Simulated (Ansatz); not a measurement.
## Cold compression of Ir (fcc type)

```yaml
crystal:
  lattice:
    - [0.00000, 1.90594, 1.90594]
    - [1.90594, 0.00000, 1.90594]
    - [1.90594, 1.90594, 0.00000]
  atoms:
    - { symbol: Ir, position: [0.00000, 0.00000, 0.00000] }
```

The cell comes from a relaxation on PAW files under the same functional.

Its volume is scaled at fixed shape and fractional positions.

Computed with Ansatz 0.2.0; functional LDA, scalar-relativistic. Settings: a Γ-centred 19×19×19 k mesh, Fermi–Dirac smearing of 0.08 eV, no spin polarisation. Methods: LAPW: all electrons, basis error target 1 meV/atom; PAW: frozen-core files, cutoff 420 eV; crystal datasets: all electrons, by PAW datasets that the program makes for each cell; norm-conserving: pseudopotentials, cutoff 925 eV; PAW (cutoff 600 eV): frozen-core files, cutoff 600 eV.

Energies are extrapolated to zero smearing and count from the unscaled cell; pressure is positive in compression; gaps take the mesh and a band path. No temperature or zero-point motion is included.

Spin–orbit coupling is left out, which matters for the heavy atoms. The PAW files were made under PBE.

| V/V0 | V (Å³/atom) | P LAPW (GPa) | ΔE LAPW (eV/atom) | P PAW − LAPW (GPa) | ΔE PAW − LAPW (meV/atom) |
| --- | --- | --- | --- | --- | --- |
| 1.00 | 13.85 | 0.04 | 0.000 | 0.00 | 0.0 |
| 0.94 | 13.02 | 29.2 | 0.070 | 0.04 | 0.1 |
| 0.88 | 12.19 | 70.9 | 0.322 | 0.12 | 0.5 |
| 0.80 | 11.08 | 155.7 | 1.081 | 0.32 | 2.0 |
| 0.72 | 9.97 | ? | ? | ? | ? |
| 0.64 | 8.86 | 525.7 | 5.359 | 1.88 | 14.3 |
| 0.55 | 7.62 | 993.7 | 11.074 | 4.86 | 38.7 |
| 0.45 | 6.23 | 2066 | 23.685 | 14.14 | 113.4 |

(1) Fit the Vinet equation to the LAPW pressures shown (residuals weighted by 1/(|P| + 0.03·Pmax)), and predict the pressure of the withheld row.

(2) From the table, what is the rise of the enthalpy H = E + pV up to the last row, and how stiff is the crystal between the last two rows?

(3) At the smallest volume, how far do crystal datasets and norm-conserving and PAW (cutoff 600 eV) lie from LAPW in pressure?

(4) How do the Löwdin populations by LAPW change from the unscaled cell to the last row?

## Answers

(1) The fit gives V0 = 13.85 Å³/atom, B0 = 396 GPa and B0′ = 5.19. At 9.97 Å³/atom, x = (V/V0)^(1/3) = 0.8961, and P = 3·B0·(1 − x)/x²·exp[1.5·(B0′ − 1)·(1 − x)] = 295.1 GPa. The run itself gave 294.3 GPa (+0.3 % off) and ΔE = 2.596 eV/atom.

(2) ΔH = 23.685 eV + (2066 GPa × 6.23 Å³ − 0.04 GPa × 13.85 Å³) × 0.006242 eV/(GPa·Å³) = 104.05 eV/atom, of which pV makes 77 %. The mean bulk modulus there is −ΔP/Δln V = 5350 GPa.

(3) crystal datasets: 0.00 GPa; norm-conserving: -6.64 GPa; PAW (cutoff 600 eV): +13.32 GPa, on a LAPW pressure of 2066 GPa.

(4) Ir 5s 1.98 → 1.89, Ir 6s 0.98 → 0.77, Ir 5d 7.85 → 8.21 electrons an atom. These are projections on the shells that the free atoms fill; 0.19 e a cell lies outside them at the start and 0.16 e at the end.
